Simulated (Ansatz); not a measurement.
Put WCF2 in P4/mmm (No. 123): W on 1a; C on 1b; F on 2f. Recipe of this trial structure of WCF2: ordered mixture on the anion sites of rhenium trioxide (occupants of the shared sites, in ratio, C: 1, F: 2).

Method: Ansatz, DFT PBE, scalar-relativistic, plane waves, PAW. Cutoff 420 eV, Γ-centred mesh, Gaussian smearing, no spin polarisation.

Formation energies are uncorrected and refer to the elements' standard structures at the same level (F₂ as a molecule).

Question: Which cell and coordinates does it relax to?

Answer:

Space group P4/mmm (No. 123). a = 4.061 Å, b = 4.061 Å, c = 3.926 Å, α = 90.00°, β = 90.00°, γ = 90.00°
```tsv
atom	site	symmetry	x	y	z
W	1a	4/mmm	0.0000	0.0000	0.0000
C	1b	4/mmm	0.0000	0.0000	0.5000
F	2f	mmm.	0.5000	0.0000	0.0000
```

W is surrounded by 2 C at 1.96 Å and 4 F at 2.03 Å; C is surrounded by 2 W at 1.96 Å; F is surrounded by 2 W at 2.03 Å. Another local minimum with the same sites may exist.

Question: Where does its energy lie, and is it a metal?

Answer: The energy over the elements is −0.56 eV/atom and the gap on the 12×12×12 mesh of the 4-atom cell is 0 eV (a metal). Whether it is stable depends on the other phases of the system, which aren't compared here.

The last run used Gaussian smearing of 0.10 eV. Spin–orbit coupling, which can matter for W, is left out. The reference form of C is held partly by dispersion forces, which this level lacks. A structure relaxed within its symmetry needn't be a true minimum.
